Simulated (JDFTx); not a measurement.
| Property | Result |
|---|---|
| surface | TiB2(1 0 -1 0), B outermost, slab composition Ti4B8 |
| bulk | TiB2, P6/mmm, lattice of mp-1145 (not re-optimised) |
| slab | 12 atoms in 12 planes, 1x1, 9.5 Å between the outermost planes |
| in-plane cell | 3.026 × 3.229 Å, 9.77 Å² |
| cell height | 25.6 Å |
| sampling | 8×6×1 k mesh, Fermi smearing 0.01 Ha, no spin polarisation |

Whether this polymorph is the ambient one wasn't checked. Neither spin polarisation nor a larger cell was tried.

Level of theory: PBE, GBRV ultrasoft potentials, plane waves to 20/100 Ha; code: a modified build of JDFTx. Liquid: CANDLE, water, 0.5 M NaCl. The neutral cell holds 72 valence electrons and has two faces of 9.770 Å² each. Last filling lines of the neutral and of a charged run (μ in hartree, zero in the bulk liquid):

```
FillingsUpdate:  mu: -0.196826463  nElectrons: 72.000000
FillingsUpdate:  mu: -0.229316000  nElectrons: 71.882311
```

Worked example: both potentials, by the convention U = −μ/e − 4.44 V vs SHE, the surface charge density and the mean capacitance.

U_pzc = 0.19683 × 27.2114 − 4.44 = 0.92 V; U = 0.22932 × 27.2114 − 4.44 = 1.80 V. The cell has -0.1177 excess electrons, a net charge of 0.1177 e, shared by two faces: σ = 0.1177 e / (2 × 9.770 Å²) = 0.00602 e/Å² = 9.6 μC/cm² (1 e/Å² = 1602.18 μC/cm²). C = σ/(U − U_pzc) = 9.6/0.88 ≈ 11 μF/cm².
